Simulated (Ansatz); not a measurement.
Values for one crystal, relaxed and computed with DFT-r²SCAN in the program Ansatz with PAW potentials; other levels are named.

```yaml
volume_per_atom: 14.75 Å³
electronic_character: metallic (no gap)
Gap with spin–orbit coupling: none (metallic)
Bulk modulus (Birch–Murnaghan fit): 198 GPa
Pressure derivative B′: 5.0
Density of states at the Fermi level: 0.27 states/eV per atom (mean over ±0.08 eV)
Formation energy from the elements (no fitted shifts): -0.66 eV/atom
```

Question: Which compound is it?
(A) SrPd2, cubic Laves (MgCu2 type)
(B) Gd3In, Cu3Au type
(C) ScIn3, Cu3Au type
(D) TiPd3, Cu3Au type

Answer: D, TiPd3, Cu3Au type

Space group Pm-3m (Cu3Au type). The workflow started from an entry of the Crystallography Open Database (COD). Whether it is the stable phase at ambient conditions was not checked. The cell was relaxed with r²SCAN under the symmetry of its start; its stability against distortions is not shown here. The run is not spin-polarised. The references are the lowest solids computed at this level, not always the standard phases. Spin–orbit coupling is left out wherever it is not named.

Potentials: the later of the program's two PAW sets.
